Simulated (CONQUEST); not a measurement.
Worked example: self-consistent single point of TiO2 (P4_2/mnm, 6 atoms in the cell; from Materials Project mp-2657) in CONQUEST.

All values come from this method and carry its errors: PBE, numerical atomic orbitals double-zeta with polarisation (the shipped basis), PseudoDojo norm-conserving potentials made for PBE in CONQUEST.

```
CELL_PARAMETERS angstrom
      4.59984     0.00000     0.00000
      0.00000     4.59984     0.00000
      0.00000     0.00000     2.95921
ATOMIC_POSITIONS crystal
  Ti 0.50000 0.50000 0.00000
  Ti 0.00000 0.00000 0.50000
  O  0.69568 0.69568 0.50000
  O  0.30432 0.30432 0.50000
  O  0.80432 0.19568 0.00000
  O  0.19568 0.80432 0.00000
```

Reference input (self-consistent single point, DFT, PBE, numerical atomic orbitals double-zeta with polarisation (the shipped basis), PseudoDojo norm-conserving potentials made for PBE): basis = DZP; Diag.MPMeshX, Y, Z = 4 4 6; potentials = PseudoDojo norm-conserving PBE; Grid.GridCutoff = 175 Ha; DM.SolutionMethod = diagon; Diag.kT = 0.000367 Ha; minE.SCTolerance = 1.0e-06; SC.MaxIters = 100; SC.LinearMixingFactor = 0.5; SC.KerkerPreCondition = true; SC.KerkerFactor = 0.1 1/bohr; AtomMove.TypeOfRun = static. This run's input differs from it in these lines:

```diff
@@ -14,3 +14,3 @@
 
-Grid.GridCutoff                175
+Grid.GridCutoff                105
 DM.SolutionMethod              diagon
```

Output, abridged:

```
    new_SC_potl: Starting.  Tolerance:  0.10000E-05

    PulayMixSC: Starting Pulay mixing, A_up =  0.500 A_dn =  0.500
    PulayMixSC: Spin non-polarised calculation.
    PulayMixSC: with Kerker preconditioning, q0 =  0.100
          Harris-Foulkes Energy            :      -185.460147970997809 Ha
          (TS=0 as O(N) or entropic contribution is negligible)
          DFT Total Energy                 :      -184.409367210606547 Ha
          Total number of electrons        :        47.999999999999197
    PulayMixSC: Pulay iteration     1 residual:              0.10080E-01
   [... lines left out ...]
          (TS=0 as O(N) or entropic contribution is negligible)
          DFT Total Energy                 :      -185.153587230394720 Ha
          Total number of electrons        :        48.000002022374105
    PulayMixSC: Pulay iteration     8 residual:              0.10737E-04
          Harris-Foulkes Energy            :      -185.153588370242716 Ha
          (TS=0 as O(N) or entropic contribution is negligible)
          DFT Total Energy                 :      -185.153588371351248 Ha
          Total number of electrons        :        48.000001987382880
    PulayMixSC: Pulay iteration     9 residual:              0.44982E-06
    PulayMixSC: Reached SCF tolerance of  0.44982E-06 after      9 iterations
      | Number of electrons      =        48.000002
      |* band energy as 2Tr[K.H] =       -45.717443617452403 Ha
      |  screened ion-ion energy =      -143.293044464014230 Ha
      |  Ha correction           =        -0.140644243776239 Ha
      |  XC correction           =         3.997541371474751 Ha
      |* Harris-Foulkes energy   =      -185.153588370242716 Ha
      |* DFT total energy        =      -185.153588371351248 Ha
      |  estimated accuracy      =         0.000000001108532 Ha

    force: Forces on atoms (Ha/a0)
    force:  Atom   X              Y              Z
    force:     1  -0.0000000024  -0.0000000024   0.0000000000
    force:     2  -0.0000000001  -0.0000000001  -0.0000000035
   [... lines left out ...]
    force: Maximum force :        0.00054909(Ha/a0) on atom         3 in y direction
   [... lines left out ...]
    force: Force Residual:        0.00063403 Ha/a0
    force: Total stress:         -5.87664886     0.00000007     0.00000000 GPa
                             0.00000003    -5.87664885     0.00000000
                             0.00000000     0.00000000    -6.45684784
    force: Average pressure:      6.07004852 GPa

    force: Finished force
    get_E_and_F: Change in energy during last step of electronic optimisation:  0.30367E-06
```

The run converged in 9 iterations. CONQUEST prints the stress tensor with tension positive. Against the reference run the free energy stays essentially unchanged (within 1 meV/atom) and the pressure goes from 6.23 to 6.07 GPa.

The program uses no crystal symmetry, so grid and mesh can part values that symmetry would make equal. The atom-centred basis is finite, which shifts total energies and pressures against plane waves. This run is one point of a test of settings, so its values need not be converged; read them against the reference run alone. The structure comes from a collection of computed structures, made at another level of theory; the collection holds predicted forms beside known ones.

Cost on one core: about 50 core-seconds (a rough figure).
